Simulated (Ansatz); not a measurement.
# Calculated 17O NMR of the central transition for CsMgPO₄

Cell: a refined structure from the COD whose atoms were relaxed with PBE, the cell held.

Space group Pnma (No. 62); a = 8.9327, b = 5.5277, c = 9.6487 Å.

| site | Wyckoff | site symmetry | x | y | z |
| --- | --- | --- | --- | --- | --- |
| Cs | 4c | .m. | 0.5010 | 0.2500 | 0.7010 |
| Mg | 4c | .m. | 0.3249 | 0.2500 | 0.0804 |
| P | 4c | .m. | 0.2114 | 0.2500 | 0.4202 |
| O13 | 4c | .m. | 0.2678 | 0.2500 | 0.2697 |
| O17 | 8d | 1 | 0.2734 | 0.0225 | 0.4950 |
| O25 | 4c | .m. | 0.0389 | 0.2500 | 0.4241 |

One atom of each set is listed.

Computed with Ansatz: DFT, PBE, plane waves and PAW, scalar-relativistic, 420 eV cutoff, Γ-centred 3×4×3 k-points, Fermi–Dirac smearing 0.02 eV.

17O has I = 5/2 and Q = -25.58 mb (Pyykkö 2018); at 18.8 T its Larmor frequency is ν₀ = 108.6 MHz. Only the quadrupole interaction is simulated: positions count from each site's isotropic chemical shift, and J coupling is left out, as are shift anisotropy and dipolar coupling, which fast spinning averages.

Problem. What does the 17O spectrum (fast magic-angle spinning) show for each site?

Solution. 

```csv
site,first shell,C_Q (MHz),η,P_Q (MHz),δ_QIS (ppm),breadth (kHz)
O13,"1 P at 1.54 Å, 1 Mg at 1.90 Å, angle 176°",-5.54,0.06,5.54,-15.6,3.71
O17,"1 P at 1.55 Å, 1 Mg at 1.93 Å, angle 132°; also 2 Cs at 3.11–3.15 Å",-5.24,0.10,5.25,-14.0,3.37
O25,"1 P at 1.54 Å, 1 Mg at 1.91 Å, angle 177°",-5.71,0.00,5.71,-16.6,3.86
```

δ_QIS = −(ν_Q²/30ν₀²)[I(I+1) − 3/4](1 + η²/3) × 10⁶ ppm with ν_Q = 3|C_Q|/[2I(2I−1)]; it falls as 1/B₀² in ppm, and the breadth as 1/B₀ in kHz.

At O13, O17 and O25 V_zz points along the shorter of its two bonds, to P (within 3°) in each case.
